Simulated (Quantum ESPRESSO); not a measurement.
# Si3NO4F: finding a planted mistake in a log

Computed values, not a measurement. The program is pw.x of Quantum ESPRESSO 7.5 (plane-wave density functional theory). The cell is made up: 9 atoms on a quartz lattice, with randomly drawn elements, strain and displacements, not relaxed. PseudoDojo standard norm-conserving files (v0.5 for PBE, v0.4.1 for LDA and PBEsol) set the functional; there is no spin polarisation, spin-orbit coupling or dispersion term, and the masses in the input are unused placeholders.

Intended input:

```
&control calculation='scf', pseudo_dir='./dojo.nc.sr.pbe.v0_5.standard.upf', outdir='./o', disk_io='medium', tprnfor=.true., tstress=.true. /
&system ibrav=0, nat=9, ntyp=4, nbnd=30, ecutwfc=84.00895049, nosym=.true., tot_charge=0,
 occupations='smearing', smearing='fd', degauss=0.0018374661
/
&electrons conv_thr=7.350e-09, electron_maxstep=60, /
ATOMIC_SPECIES
F 1.0 F.upf
N 1.0 N.upf
O 1.0 O.upf
Si 1.0 Si.upf
CELL_PARAMETERS angstrom
5.1178 0.0651 0.0056
-2.5026 4.2879 -0.0298
0.0061 -0.0342 5.6239
ATOMIC_POSITIONS angstrom
Si 2.3305 -0.0733 3.7715
Si -1.1416 1.9709 1.818
Si 1.3192 2.449 -0.0186
N 1.4786 1.2466 4.3548
O 3.4045 0.6726 2.5525
O 2.8017 2.7276 0.6363
O 0.2732 1.8942 1.2235
F -0.9908 3.2482 3.0316
O 0.8716 3.6602 4.8987
K_POINTS automatic
5 5 4 1 1 1
```

The log is shortened where brackets say so; the opening notice, blank lines, dates and the lines on written files are dropped, and the path of the files is cut. It prints rydbergs, bohrs and kilobars, and counts compression as positive stress. Where no state is partly filled, the Fermi energy that it prints is only some level between the filled and the empty states on the mesh, and need not lie in the true gap.

Log of the intended run:

```
     Program PWSCF v.7.5
     Parallel version (MPI & OpenMP), running on       1 processor cores
     Number of MPI processes:                 1
     Threads/MPI process:                     1
     [start-up lines left out]
     bravais-lattice index     =            0
     lattice parameter (alat)  =       9.6720  a.u.
     unit-cell volume          =     838.9912 (a.u.)^3
     number of atoms/cell      =            9
     number of atomic types    =            4
     number of electrons       =        48.00
     number of Kohn-Sham states=           30
     kinetic-energy cutoff     =      84.0090  Ry
     charge density cutoff     =     336.0358  Ry
     scf convergence threshold =      7.3E-09
     mixing beta               =       0.7000
     number of iterations used =            8  plain     mixing
     Exchange-correlation= PBE
                           (   1   4   3   4   0   0   0)
     [axes and pseudopotential details left out]
   Cartesian axes
     site n.     atom                  positions (alat units)
         1        Si     tau(   1) = (   0.4553343  -0.0143214   0.7368777  )
         2        Si     tau(   2) = (  -0.2230464   0.3850755   0.3552018  )
         3        Si     tau(   3) = (   0.2577460   0.4784869  -0.0036341  )
         4        N      tau(   4) = (   0.2888897   0.2435614   0.8508432  )
         5        O      tau(   5) = (   0.6651730   0.1314129   0.4987088  )
         6        O      tau(   6) = (   0.5473976   0.5329200   0.1243206  )
         7        O      tau(   7) = (   0.0533780   0.3700898   0.2390481  )
         8        F      tau(   8) = (  -0.1935830   0.6346351   0.5923156  )
         9        O      tau(   9) = (   0.1702937   0.7151318   0.9571106  )
     number of k points=    50  Fermi-Dirac smearing, width (Ry)=  0.0018
                       cart. coord. in units 2pi/alat
        k(    1) = (   0.0976293   0.1771421   0.1147317), wk =   0.0400000
        k(    2) = (   0.0973622   0.1785675   0.3422615), wk =   0.0400000
     [further k points left out]
     Dense  grid:    87213 G-vectors     FFT dimensions: (  60,  60,  64)
     Estimated max dynamical RAM per process >     112.29 MB
     Initial potential from superposition of free atoms
     starting charge      47.9981, renormalised to      48.0000
     Starting wfcs are   36 randomized atomic wfcs
     total cpu time spent up to now is       15.7 secs
     per-process dynamical memory:    69.8 Mb
     Self-consistent Calculation
     iteration #  1     ecut=    84.01 Ry     beta= 0.70
     Davidson diagonalization with overlap
     ethr =  1.00E-02,  avg # of iterations =  3.0
     total cpu time spent up to now is       52.6 secs
     total energy              =    -226.99379249 Ry
     estimated scf accuracy    <       2.75248533 Ry
     iteration #  2     ecut=    84.01 Ry     beta= 0.70
     Davidson diagonalization with overlap
     ethr =  5.73E-03,  avg # of iterations =  3.1
     total cpu time spent up to now is       87.5 secs
     total energy              =    -227.45354577 Ry
     estimated scf accuracy    <       3.17139125 Ry
     [iterations 3 to 11 left out]
     iteration # 12     ecut=    84.01 Ry     beta= 0.70
     Davidson diagonalization with overlap
     ethr =  8.13E-11,  avg # of iterations =  2.0
     total cpu time spent up to now is      401.5 secs
     total energy              =    -228.17459616 Ry
     estimated scf accuracy    <       0.00000001 Ry
     iteration # 13     ecut=    84.01 Ry     beta= 0.70
     Davidson diagonalization with overlap
     ethr =  2.10E-11,  avg # of iterations =  2.0
     total cpu time spent up to now is      426.9 secs
     End of self-consistent calculation
     [lines on levels left out]
     the Fermi energy is     5.9570 ev
!    total energy              =    -228.17459617 Ry
     estimated scf accuracy    <          8.3E-10 Ry
     smearing contrib. (-TS)   =      -0.00000000 Ry
     internal energy E=F+TS    =    -228.17459617 Ry
     The total energy is F=E-TS. E is the sum of the following terms:
     one-electron contribution =    -116.60053486 Ry
     hartree contribution      =      82.49628449 Ry
     xc contribution           =     -60.71453308 Ry
     ewald contribution        =    -133.35581271 Ry
     convergence has been achieved in  13 iterations
     Forces acting on atoms (cartesian axes, Ry/au):
     atom    1 type  4   force =     0.24096351    0.47283491    0.24950619
     atom    2 type  4   force =    -0.21517088   -0.09052681   -0.09322405
     atom    3 type  4   force =     0.09484281   -0.29017392   -0.00132676
     atom    4 type  2   force =    -0.01027208   -0.03858302    0.01331334
     atom    5 type  3   force =     0.00208738    0.01109935   -0.00637813
     atom    6 type  3   force =     0.11029589   -0.03029411    0.13865532
     atom    7 type  3   force =     0.07465274    0.03131729   -0.03230235
     atom    8 type  1   force =    -0.19685021   -0.24141650   -0.16261112
     atom    9 type  3   force =    -0.10054917    0.17574280   -0.10563245
     Total force =     0.847198     Total SCF correction =     0.000034
     Computing stress (Cartesian axis) and pressure
          total   stress  (Ry/bohr**3)                   (kbar)     P=       19.65
   0.00008783   0.00022452   0.00028423           12.92       33.03       41.81
   0.00022452   0.00052070   0.00050856           33.03       76.60       74.81
   0.00028423   0.00050856  -0.00020781           41.81       74.81      -30.57
     init_run     :     13.99s CPU     15.63s WALL (       1 calls)
     electrons    :    390.80s CPU    411.21s WALL (       1 calls)
     forces       :      6.55s CPU      6.71s WALL (       1 calls)
     stress       :     21.93s CPU     22.07s WALL (       1 calls)
     [timing details left out]
     PWSCF        :   7m13.49s CPU   7m36.32s WALL
     JOB DONE.
```

A second run was made from an input with one planted mistake. Its log:

```
     Program PWSCF v.7.5
     Parallel version (MPI & OpenMP), running on       1 processor cores
     Number of MPI processes:                 1
     Threads/MPI process:                     1
     [start-up lines left out]
     bravais-lattice index     =            0
     lattice parameter (alat)  =       9.6720  a.u.
     unit-cell volume          =     838.9912 (a.u.)^3
     number of atoms/cell      =            9
     number of atomic types    =            4
     number of electrons       =        49.00
     number of Kohn-Sham states=           31
     kinetic-energy cutoff     =      84.0090  Ry
     charge density cutoff     =     336.0358  Ry
     scf convergence threshold =      7.3E-09
     mixing beta               =       0.7000
     number of iterations used =            8  plain     mixing
     Exchange-correlation= PBE
                           (   1   4   3   4   0   0   0)
     [axes and pseudopotential details left out]
   Cartesian axes
     site n.     atom                  positions (alat units)
         1        Si     tau(   1) = (   0.4553343  -0.0143214   0.7368777  )
         2        Si     tau(   2) = (  -0.2230464   0.3850755   0.3552018  )
         3        Si     tau(   3) = (   0.2577460   0.4784869  -0.0036341  )
         4        N      tau(   4) = (   0.2888897   0.2435614   0.8508432  )
         5        O      tau(   5) = (   0.6651730   0.1314129   0.4987088  )
         6        O      tau(   6) = (   0.5473976   0.5329200   0.1243206  )
         7        O      tau(   7) = (   0.0533780   0.3700898   0.2390481  )
         8        F      tau(   8) = (  -0.1935830   0.6346351   0.5923156  )
         9        O      tau(   9) = (   0.1702937   0.7151318   0.9571106  )
     number of k points=    50  Fermi-Dirac smearing, width (Ry)=  0.0018
                       cart. coord. in units 2pi/alat
        k(    1) = (   0.0976293   0.1771421   0.1147317), wk =   0.0400000
        k(    2) = (   0.0973622   0.1785675   0.3422615), wk =   0.0400000
     [further k points left out]
     Dense  grid:    87213 G-vectors     FFT dimensions: (  60,  60,  64)
     Estimated max dynamical RAM per process >     113.13 MB
     Initial potential from superposition of free atoms
     starting charge      47.9981, renormalised to      49.0000
     Starting wfcs are   36 randomized atomic wfcs
     total cpu time spent up to now is       13.4 secs
     per-process dynamical memory:    70.0 Mb
     Self-consistent Calculation
     iteration #  1     ecut=    84.01 Ry     beta= 0.70
     Davidson diagonalization with overlap
     ethr =  1.00E-02,  avg # of iterations =  3.5
     total cpu time spent up to now is       49.0 secs
     total energy              =    -226.76475252 Ry
     estimated scf accuracy    <       1.92236525 Ry
     iteration #  2     ecut=    84.01 Ry     beta= 0.70
     Davidson diagonalization with overlap
     ethr =  3.92E-03,  avg # of iterations =  3.2
     total cpu time spent up to now is       77.1 secs
     total energy              =    -227.15892263 Ry
     estimated scf accuracy    <       2.28250562 Ry
     [iterations 3 to 10 left out]
     iteration # 11     ecut=    84.01 Ry     beta= 0.70
     Davidson diagonalization with overlap
     ethr =  4.67E-10,  avg # of iterations =  2.1
     total cpu time spent up to now is      321.1 secs
     total energy              =    -227.63235656 Ry
     estimated scf accuracy    <          8.5E-09 Ry
     iteration # 12     ecut=    84.01 Ry     beta= 0.70
     Davidson diagonalization with overlap
     ethr =  1.74E-11,  avg # of iterations =  4.1
     total cpu time spent up to now is      348.2 secs
     End of self-consistent calculation
     [lines on levels left out]
     the Fermi energy is     7.8806 ev
!    total energy              =    -227.63235657 Ry
     estimated scf accuracy    <          5.2E-09 Ry
     smearing contrib. (-TS)   =      -0.00038853 Ry
     internal energy E=F+TS    =    -227.63196804 Ry
     The total energy is F=E-TS. E is the sum of the following terms:
     one-electron contribution =    -115.97697535 Ry
     hartree contribution      =      83.20410082 Ry
     xc contribution           =     -61.50328080 Ry
     ewald contribution        =    -133.35581271 Ry
     convergence has been achieved in  12 iterations
     Forces acting on atoms (cartesian axes, Ry/au):
     atom    1 type  4   force =     0.23666913    0.44147744    0.21437511
     atom    2 type  4   force =    -0.20433176   -0.08282074   -0.07823577
     atom    3 type  4   force =     0.10218507   -0.27896691    0.00900686
     atom    4 type  2   force =    -0.00851075   -0.03109849    0.02494560
     atom    5 type  3   force =    -0.01586390   -0.04818338    0.01383183
     atom    6 type  3   force =     0.05931053   -0.01438542    0.06686078
     atom    7 type  3   force =     0.12128786    0.01297669   -0.07032702
     atom    8 type  1   force =    -0.20644366   -0.17817228   -0.10140504
     atom    9 type  3   force =    -0.08430252    0.17917308   -0.07905235
     Total force =     0.776210     Total SCF correction =     0.000072
     Computing stress (Cartesian axis) and pressure
          total   stress  (Ry/bohr**3)                   (kbar)     P=      243.25
   0.00150894   0.00033909   0.00045922          221.97       49.88       67.55
   0.00033909   0.00209323   0.00052637           49.88      307.92       77.43
   0.00045922   0.00052637   0.00135864           67.55       77.43      199.86
     init_run     :     12.09s CPU     13.36s WALL (       1 calls)
     electrons    :    317.19s CPU    334.83s WALL (       1 calls)
     forces       :      4.04s CPU      4.15s WALL (       1 calls)
     stress       :     14.69s CPU     14.93s WALL (       1 calls)
     [timing details left out]
     PWSCF        :   5m48.30s CPU   6m 8.04s WALL
     JOB DONE.
```

Question: what was wrong in the second input?

Answer: the cell has the wrong charge. The input lines that differ, file-writing options aside:

```
- &system ibrav=0, nat=9, ntyp=4, nbnd=30, ecutwfc=84.00895049, nosym=.true., tot_charge=0,
+ &system ibrav=0, nat=9, ntyp=4, nbnd=31, ecutwfc=84.00895049, nosym=.true., tot_charge=-1,
```

|  | intended run | run with the mistake |
| --- | --- | --- |
| free energy (eV) | -3104.474 | -3097.096 |
| smearing term -TS (eV) | 0.0000 | -0.0053 |
| pressure (GPa) | 1.96 | 24.33 |
| largest force component (eV/Å) | 12.157 | 11.351 |
| largest change of a force component (eV/Å) |  | 1.846 |
| iterations | 13 | 12 |

For scale, a rerun of the intended cell at 1437 eV and a 7 x 7 x 6 mesh moved values by no more than 0.002 eV in energy, 0.02 GPa in stress and 0.002 eV/Å in force. The charged cell sits in a uniform background, so its energy and stress rest on the program's zero of potential. The number of bands, nbnd, was set by rule from the electron count and the smearing, so it follows the mistake.